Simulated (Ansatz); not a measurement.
CaTiO3 (cubic perovskite)

```cif
data_CaO3Ti
_chemical_formula_sum 'Ca1 Ti1 O3'
_space_group_name_H-M_alt 'Pm-3m'
_space_group_IT_number 221
_space_group_name_Hall '-P 4 2 3'
_cell_length_a 3.84096
_cell_length_b 3.84096
_cell_length_c 3.84096
_cell_angle_alpha 90.000
_cell_angle_beta 90.000
_cell_angle_gamma 90.000
loop_
_atom_site_label
_atom_site_type_symbol
_atom_site_symmetry_multiplicity
_atom_site_Wyckoff_symbol
_atom_site_fract_x
_atom_site_fract_y
_atom_site_fract_z
_atom_site_occupancy
Ca1 Ca 1 a 0.00000 0.00000 0.00000 1
Ti1 Ti 1 b 0.50000 0.50000 0.50000 1
O1 O 3 c 0.00000 0.50000 0.50000 1
```

Equation-of-state scan: isotropic scaling of the cell above, V₀ being its volume. Symmetry pins the atoms to their sites.

Calculation: PBEsol (plane waves to 420 eV, PAW, scalar-relativistic; Ansatz, an electronic-structure program). k mesh 9×9×9 (Γ-centred), Fermi-Dirac smearing 0.05 eV. E stands for the smeared free energy. CaTiO3 is run without spin polarisation. CaTiO3 was relaxed with its symmetry unable to fall. This is a high-temperature form of CaTiO3. ΔE is measured from the relaxed starting cell.

**Question.** Give the computed ΔE (eV/atom) at V/V₀ = 0.940, 0.955, 0.970, 0.985, 1.015, 1.030, 1.045, 1.060.

**Answer.** 
```
V/V₀   ΔE (eV/atom)
-----  ------------
0.940        0.0270
0.955        0.0148
0.970        0.0064
0.985        0.0015
1.015        0.0014
1.030        0.0057
1.045        0.0125
1.060        0.0218
```

(Under strain, the slope of the energy per volume gives the stress and its curvature an elastic modulus.)
